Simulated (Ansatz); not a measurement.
Ge2Mo in space group Fddd (No. 70; Ge on 16f, Mo on 8a) under volume change, PBEsol (plane waves, PAW; program Ansatz), shape and atoms relaxed at each volume.

| V (Å³/atom) | E − E(relaxed) (meV/atom) | P (GPa) |
|---|---|---|
| 13.559 | [?] | [?] |
| 14.006 | 31.6 | 12.14 |
| 14.453 | 7.3 | 5.45 |
| 14.900 | 0.0 | 0.01 |
| 15.347 | 5.7 | -3.84 |
| 15.794 | 20.5 | -6.75 |
| 16.241 | [?] | [?] |

Question: Some entries are withheld; supply them.

Answer: 
- 16.241, E − E(relaxed) (meV/atom): 42.6
- 16.241, P (GPa): -9.15
- 13.559, E − E(relaxed) (meV/atom): 76.3
- 13.559, P (GPa): 20.17

Question: What does a third-order Birch–Murnaghan fit give for V₀, B₀ and B′?

Answer: V₀ = 14.92 Å³/atom, B₀ = 149 GPa, B′ = 7.4.

The cell is a constructed one: a structure type filled with these elements; neither database checked (COD, Materials Project) lists it. COD files the formula under space group No. 62. Whether it is the stable phase at ambient conditions was not checked. Symmetry was held in the PBEsol relaxation; whether a distortion lowers the energy is not shown. The run is not spin-polarised.

Potentials: the earlier of the program's two PAW sets. The files were generated under PBE; for other functionals the program regenerates the frozen cores, and for LDA and PBEsol the local potential too.
